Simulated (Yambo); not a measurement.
Absorption of ScOF (space group P2_1/c, No. 14) with and without the electron-hole interaction (Yambo, PBEsol bands; 4×4×4 mesh, 12 valence and 18 conduction bands, static screening with 99 bands and a 3 Ry block, scissor 2.66 eV, Tamm-Dancoff; field along x). Axes are Cartesian, with cell vectors (Å) (5.18, 0.00, 0.00), (0.00, 5.16, 0.00), (-0.90, 0.00, 5.17).

```csv
E (eV),"Im ε, BSE","Im ε, independent quasiparticles"
5.10,0.04,0.03
5.20,0.04,0.03
5.30,0.04,0.03
5.40,0.04,0.03
5.50,0.05,0.03
5.60,0.05,0.03
5.70,0.06,0.04
5.80,0.07,0.04
5.90,0.09,0.04
6.00,0.12,0.04
6.10,0.17,0.05
6.20,0.16,0.05
6.30,0.14,0.05
6.40,0.14,0.05
6.50,0.16,0.06
6.60,0.20,0.06
6.70,0.26,0.07
6.80,0.28,0.07
6.90,0.27,0.08
7.00,0.29,0.09
7.10,0.33,0.10
7.20,0.39,0.12
7.30,0.46,0.14
7.40,0.59,0.17
7.50,0.77,0.19
7.60,0.99,0.20
7.70,1.15,0.23
7.80,1.30,0.28
7.90,1.55,0.32
8.00,1.89,0.35
8.10,2.10,0.40
8.20,2.15,0.48
8.30,2.19,0.60
8.40,2.19,0.77
8.50,2.28,0.99
8.60,2.40,1.22
8.70,2.40,1.47
8.80,2.25,1.78
8.90,2.13,2.05
9.00,2.12,2.34
9.10,2.14,2.71
9.20,2.18,3.18
9.30,2.33,3.53
9.40,2.46,3.83
9.50,2.61,4.22
9.60,2.81,4.58
9.70,2.95,4.70
9.80,3.02,4.70
9.90,3.16,4.57
```

The scissor comes from a G0W0 run whose convergence isn't established. Broadening 0.15 eV. The band window holds all transitions up to 10.0 eV. Fine structure above the onset can come from the mesh.

Geometry of the Materials Project entry, not relaxed at this level; primitive cell a = 5.184 Å, b = 5.156 Å, c = 5.250 Å, α = γ = 90.00°, β = 99.86°.

The structure is a Materials Project entry; no match was found in the copy of COD used, and its stability was not checked.
